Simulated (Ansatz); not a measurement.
Cs2TlAsI6:
```
CELL_PARAMETERS angstrom
      0.00000     6.02698     6.02698
      6.02698     0.00000     6.02698
      6.02698     6.02698     0.00000
ATOMIC_POSITIONS crystal
  Cs 0.75000 0.75000 0.75000
  Cs 0.25000 0.25000 0.25000
  Tl 0.50000 0.50000 0.50000
  As 0.00000 0.00000 0.00000
  I  0.76460 0.23540 0.23540
  I  0.23540 0.76460 0.76460
  I  0.23540 0.76460 0.23540
  I  0.76460 0.23540 0.76460
  I  0.23540 0.23540 0.76460
  I  0.76460 0.76460 0.23540
```

PBEsol (plane waves, PAW; program Ansatz) gives a gap of 0.61 eV without spin–orbit coupling, maximum at Γ, minimum at Γ.

Question: What happens when spin–orbit coupling is switched on?

Answer: The gap shrinks by 0.56 eV, to 0.05 eV; maximum at Γ, minimum at Γ.

Space group Fm-3m. The workflow started from a Materials Project entry (that database holds measured and hypothetical structures alike); the Crystallography Open Database copy checked does not list it. Its standing as an ambient phase is unchecked. Symmetry was held in the PBEsol relaxation; whether a distortion lowers the energy is not shown.

Potentials: the later of the program's two PAW sets.
